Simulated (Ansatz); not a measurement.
# Na2Sb: stable or not

The cell was found from a structure generator's guess, not taken from experiment.

The calculation used DFT PBE, scalar-relativistic, plane waves, PAW (Ansatz). Cutoff 420 eV, Γ-centred 10×10×14 mesh (3-atom cell), Gaussian smearing of 0.10 eV, no spin polarisation.

```cif
data_structure
_symmetry_space_group_name_H-M 'P 1'
_symmetry_Int_Tables_number 1
_cell_length_a 5.4115
_cell_length_b 5.4115
_cell_length_c 3.4569
_cell_angle_alpha 90.000
_cell_angle_beta 90.000
_cell_angle_gamma 90.000
_cell_volume 101.23
loop_
_atom_site_label
_atom_site_type_symbol
_atom_site_fract_x
_atom_site_fract_y
_atom_site_fract_z
_atom_site_occupancy
Na1 Na 0.50000 0.00000 0.50000 1
Na2 Na 0.00000 0.50000 0.50000 1
Sb1 Sb 0.00000 0.00000 0.00000 1
```

The zero of energy is the elements' standard structures at the same level; no fitted shifts are applied.

Question: These tests were run: energy against the elements; phonons on a 1×1×2 q mesh. What do they show?

Answer:

```
                       test                         result
energy against the elements                  −0.33 eV/atom
  phonons on a 1×1×2 q mesh  no imaginary mode on the mesh
```

It fails none of these tests. Whether a mixture of other phases lies lower isn't tested here.

Spin–orbit coupling, which can matter for Sb, is left out. The run for the phonons used a 10×10×14 k mesh and Fermi–Dirac smearing of 0.15 eV.
